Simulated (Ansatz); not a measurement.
Q: AgW (L1₀ or tetragonal B2, space group No. 123) is relaxed with the program Ansatz at the PBE level (PAW). What lattice parameters of the conventional cell result?

A: a = 2.690 Å, c = 4.568 Å.

Space group P4/mmm (L1₀ or tetragonal B2). The start of the workflow was typed in or built on a structure type; neither database checked (COD, Materials Project) lists it. Its standing as an ambient phase is unchecked. The PBE relaxation kept the symmetry of its start; its stability against distortions is not shown here. The run is not spin-polarised. Its formation energy is positive at this level, so the cell may be metastable or incomplete. Axis ratios of metals converge slowly with the k-mesh, so a and c are less sure than the volume. Spin–orbit coupling is left out wherever it is not named.

Potentials: the earlier of the program's two PAW sets.
